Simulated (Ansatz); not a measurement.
AlAs in space group P-6m2 (No. 187; Al on 1a, As on 1f), DFT-PBE in the program Ansatz with PAW potentials, all energies at zero smearing, with the estimated change up to a 700 eV cutoff added, with one set of potentials and settings (totals compare only within such a set). Cell of 2 atoms (1 Al, 1 As): -5393.750 eV.

```json
[
 {"element": "Al", "reference phase": "Fm-3m, 1 atoms in the cell", "E (eV/atom)": "-537.5049"},
 {"element": "As", "reference phase": "R-3m, 2 atoms in the cell", "E (eV/atom)": "-4856.1377"}
]
```

Formation energy per atom, worked out: (-5393.750 − 1×(-537.5049) − 1×(-4856.1377))/2 = -0.054 eV/atom (-5 kJ per mol of atoms), at 0 K, without zero-point energy or fitted corrections.

A made-up cell: these elements were put on the sites of a structure type; neither database checked (COD, Materials Project) lists it. It is not the phase usual at ambient conditions (space group No. 216). The cell was relaxed with PBE under the symmetry of its start; whether a distortion lowers the energy is not shown. The references are the lowest solids computed at this level, not always the standard phases.

Potentials: the later of the program's two PAW sets.
